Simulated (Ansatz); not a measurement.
All numbers below come from DFT, PBEsol, plane waves (420 eV) with PAW, scalar-relativistic in Ansatz 0.2.0. The PAW files were generated under PBE, with cores re-solved for the functional.

An element in the hcp structure gives this curve. The cell is scaled uniformly from the relaxed one, with fractional coordinates and shape fixed. Energies are extrapolated to zero smearing, pressures are those at the given smearing. Magnetic state: spin not included.

| V (Å³/atom) | E − E₀ (meV/atom) | P (GPa) |
| --- | --- | --- |
| 12.433 | 306.5 | 66.75 |
| 12.998 | 123.2 | 38.94 |
| 13.563 | 27.2 | 17.04 |
| 14.129 | 0.0 | -0.17 |
| 14.694 | 26.7 | -13.67 |
| 15.259 | 95.6 | -24.22 |
| 15.824 | 197.5 | -32.41 |

(1) Which element is it?
A. aluminium
B. iridium
C. platinum
D. tungsten

Answers

(1) B. Its fit is V₀ = 14.11 Å³/atom, B₀ = 383 GPa, B₀′ = 5.0.
